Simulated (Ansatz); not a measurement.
# Clamped-ion strain scan in Ca

All numbers below come from Ansatz, DFT r2SCAN, scalar-relativistic, plane waves, PAW. Cutoff 500 eV, Γ-centred 16×16×16 k-points, Gaussian smearing of 0.15 eV. No spin polarisation. Energies are free energies at this smearing, counted from the undisturbed cell; pressure is positive in compression.

The starting cell (as given, not relaxed at this level; it stands at -0.6 GPa; this bcc form isn't the usual structure):

```xyz
1
Lattice="-2.2400 2.2400 2.2400 2.2400 -2.2400 2.2400 2.2400 2.2400 -2.2400" Properties=species:S:1:pos:R:3 pbc="T T T"
Ca    0.0000    0.0000    0.0000
```

The cell is strained by ε times the Voigt pattern (0, 0, 1, 0, 0, 0) (xx, yy, zz, yz, xz, xy; engineering shear) with fractional coordinates fixed. The cell is metallic on the mesh throughout.

```tsv
ε	ΔE (meV/atom)	stress summed along the pattern (GPa, tension positive)
-0.0400	-3.2	-0.09
-0.0300	-3.2	0.10
-0.0200	-2.6	0.29
-0.0100	-1.5	0.46
0.0000	0.0	0.63
0.0100	2.0	0.79
0.0200	4.4	0.93
0.0300	7.2	1.07
0.0350	8.8	1.14
0.0400	10.4	1.20
```